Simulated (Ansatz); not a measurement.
## Collinear states of CrOs

Level of theory: DFT PBE, scalar-relativistic, plane waves, PAW (Ansatz 0.2.0).

```xyz
2
Lattice="1.8311 1.8311 3.7253 1.8311 3.7253 1.8311 3.7253 1.8311 1.8311" Properties=species:S:1:pos:R:3 pbc="T T T"
Cr    0.0000    0.0000    0.0000
Os    3.6938    3.6938    3.6938
```

```
plane-wave cutoff                               : 420 eV
Γ-centred k-mesh                                : 18×18×18
occupation rule                                 : Gaussian smearing, 0.1 eV
list of starting moments (μB, in atom order)    : 4.5 0
check for lower electronic states after the SCF : off
```

All runs keep this geometry, which stands near equilibrium for the lowest state (largest force there 0.000 eV/Å, pressure 0.1 GPa) and needn't be a stable compound; relaxing each order can shift differences of a few meV. A propagation vector, in units of the reciprocal vectors, doubles the cell, which takes an equally dense mesh. Site moments are spin moments in atom-centred spheres that scale with the neighbour distance. The states are those that the runs reached from these starts; a lower one can exist.

Task: Starts tried: no spin; large parallel starting moments; antiferromagnetic, doubled cell, propagation vector (0, 0, 1/2); antiferromagnetic, doubled cell, propagation vector (0, 1/2, 1/2); antiferromagnetic, doubled cell, propagation vector (1/2, 1/2, 1/2). Which state comes out lowest, and what are the moments?

Result: The lowest state is antiferromagnetic, reached from the start “antiferromagnetic, doubled cell, propagation vector (0, 0, 1/2)”, with site moments (μB) Cr +0.21, Cr -0.21. The next state lies only 0.05 meV/atom higher, which mesh, smearing and relaxation can turn, so the order isn't settled.

| start | ends | energy above lowest (meV/atom) | site moments (μB) | gap on mesh (eV) | P (GPa) |
| --- | --- | --- | --- | --- | --- |
| no spin | non-magnetic | 0.05 | none over 0.05 | metal | 0.0 |
| large parallel starting moments | non-magnetic | 0.05 | none over 0.05 | metal | 0.0 |
| antiferromagnetic, doubled cell, propagation vector (0, 0, 1/2) | antiferromagnetic | 0.00 | Cr +0.21, Cr -0.21 | metal | 0.1 |
| antiferromagnetic, doubled cell, propagation vector (0, 1/2, 1/2) | non-magnetic | 0.05 | none over 0.05 | metal | 0.0 |
| antiferromagnetic, doubled cell, propagation vector (1/2, 1/2, 1/2) | non-magnetic | 0.05 | none over 0.05 | metal | 0.0 |

1 further run of this set didn't finish or converge.

Cost: 5 runs of about 8 core-minutes in all, on Intel Xeon Platinum 8488C (Sapphire Rapids) (shared hosts).